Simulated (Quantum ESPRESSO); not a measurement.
# Si2PBC4: convergence and cost over cutoff and k mesh

Simulated, not a measurement. The program is pw.x of Quantum ESPRESSO 7.5 (plane-wave density functional theory). The cell is made up: 8 atoms on a wurtzite lattice, with randomly drawn elements, strain and displacements, not relaxed. PseudoDojo standard norm-conserving files (v0.5 for PBE, v0.4.1 for LDA and PBEsol) set the functional; there is no spin polarisation, spin-orbit coupling or dispersion term, and the masses in the input are unused placeholders.

Input of the run in row 4:

```
&control calculation='scf', pseudo_dir='./dojo.nc.sr.pbe.v0_5.standard.upf', outdir='./o', disk_io='medium', tprnfor=.true., tstress=.true. /
&system ibrav=0, nat=8, ntyp=4, nbnd=22, ecutwfc=82.02448710, nosym=.true., tot_charge=0,
 occupations='smearing', smearing='fd', degauss=0.0018374661
/
&electrons conv_thr=7.350e-09, electron_maxstep=60, /
ATOMIC_SPECIES
B 1.0 B.upf
C 1.0 C.upf
P 1.0 P.upf
Si 1.0 Si.upf
CELL_PARAMETERS angstrom
3.0701 -0.0044 -0.0016
-0.0076 5.4426 0.0579
-0.0026 0.0546 5.0377
ATOMIC_POSITIONS angstrom
Si 0.0826 -0.0469 0.0282
P 1.504 2.6561 0.0689
B 1.5928 0.8422 2.5975
Si -0.0273 3.5841 2.6115
C 0.0157 -0.0044 1.8807
C 1.4507 2.8105 1.8927
C 1.4852 0.8992 4.3884
C -0.0239 3.6713 4.4792
K_POINTS automatic
6 4 4 1 1 1
```

The same cell was run at these settings. Meshes are shifted by half a step, and differences are from the last row, which is itself not exact.

```
cutoff (eV)     k mesh  k points solved  threshold (eV)  free energy less the last row's (eV)  pressure (GPa)  largest stress difference (GPa)  largest force difference (eV/Å)  iterations  wall time (s)  k-point pools              processor
        781  2 x 2 x 2                4           1e-04                                -0.865          -20.83                             9.82                            0.390           8             16              1  AMD EPYC, Zen 5 class
       1116  1 x 1 x 1                1           1e-07                                -3.046          -18.96                            12.48                            1.959          13             17              1  AMD EPYC, Zen 5 class
        769  6 x 4 x 4               48           1e-07                                 0.299          -19.93                             3.07                            0.016          14             74              1  AMD EPYC, Zen 5 class
       1116  6 x 4 x 4               48           1e-07                                -0.002          -17.09                             0.19                            0.010          14            178              1  AMD EPYC, Zen 5 class
       1347  8 x 6 x 6              144           1e-07                                 0.000          -17.02                             0.00                            0.000          14            886              1  AMD EPYC, Zen 5 class
```

Each pool is one process. Wall times include start-up and a band step at six k points, which weighs most on the coarsest meshes. The runs were on shared virtual cores whose load varied, so times are rough.